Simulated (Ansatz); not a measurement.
YRh₅ in space group P6/mmm (No. 191; Rh on 2c, Y on 1a, Rh on 3g) at seven volumes, the program Ansatz at the r²SCAN level (PAW), shape and atoms relaxed at each. One row is withheld.

```
V (Å³/atom)  P (GPa)
-----------  -------
15.134         23.21
15.633             ?
16.132          6.45
16.631          0.01
17.130         -5.40
17.629         -9.94
18.128        -13.74
```

Task: Fit the shown pressures and predict the withheld one.

Result: P = (3/2)B₀(x^(7/2) − x^(5/2))[1 + (3/4)(B′ − 4)(x − 1)] with x = (V₀/V)^(2/3). Least squares on the six rows gives V₀ = 16.632 Å³/atom, B₀ = 196 GPa, B′ = 4.79. At V = 15.633, x = 1.0422 and P = 14.09 GPa. The run itself gave 14.10 GPa.

The workflow started from an entry of the Crystallography Open Database (COD). Whether it is the stable phase at ambient conditions was not checked. The r²SCAN relaxation kept the symmetry of its start; its stability against distortions is not shown here. No spin polarisation was allowed.

Potentials: the later of the program's two PAW sets.
